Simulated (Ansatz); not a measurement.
# Ag (omega (AlB2-type)): energy against volume

Theory: Ansatz, DFT, PBEsol, plane waves (420 eV) with PAW, scalar-relativistic. The PAW files were generated under PBE, with cores re-solved for the functional.

The cell is scaled uniformly from the relaxed one, with fractional coordinates and shape fixed. Energies are extrapolated to zero smearing, pressures are those at the given smearing. Magnetic state: spin not included.

A Birch-Murnaghan fit gives V₀ = 17.01 Å³/atom, B₀ = 113 GPa, B₀′ = 5.7.

Question: What are the energy above the minimum and the pressure at 14.975 Å³/atom?

Answer: 114.3 meV/atom and 20.70 GPa as computed.

Question: What are the energy above the minimum and the pressure at 17.697 Å³/atom?

Answer: 8.8 meV/atom and -3.94 GPa as computed.

Question: What are the energy above the minimum and the pressure at 19.059 Å³/atom?

Answer: 66.9 meV/atom and -9.22 GPa as computed.
